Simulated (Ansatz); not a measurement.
Values for one crystal, relaxed and computed with r²SCAN (plane waves, PAW; program Ansatz); other levels are named.

```yaml
volume_per_atom: 15.16 Å³
electronic_character: metallic (no gap)
Density of states at the Fermi level: 0.91 states/eV per atom (mean over ±0.08 eV)
Bulk modulus (Birch–Murnaghan fit): 291 GPa
Pressure derivative B′: 4.8
Formation energy from the elements (no fitted shifts): -0.27 eV/atom
Gap with spin–orbit coupling: none (metallic)
```

Problem. Which of these materials gives this?
A. ZrIn, L1₀ or tetragonal B2
B. YPt3, Cu3Au type
C. Al2Pt, fluorite or antifluorite type
D. MoPt, L1₀ or tetragonal B2

Solution. D, MoPt, L1₀ or tetragonal B2

Space group P4/mmm (L1₀ or tetragonal B2). The start of the workflow was typed in or built on a structure type; neither database checked (COD, Materials Project) lists it. Whether it is the stable phase at ambient conditions was not checked. Symmetry was held in the r²SCAN relaxation; whether a distortion lowers the energy is not shown. The run is not spin-polarised. The references are the lowest solids computed at this level, not always the standard phases. Spin–orbit coupling is left out wherever it is not named.

Potentials: the later of the program's two PAW sets.
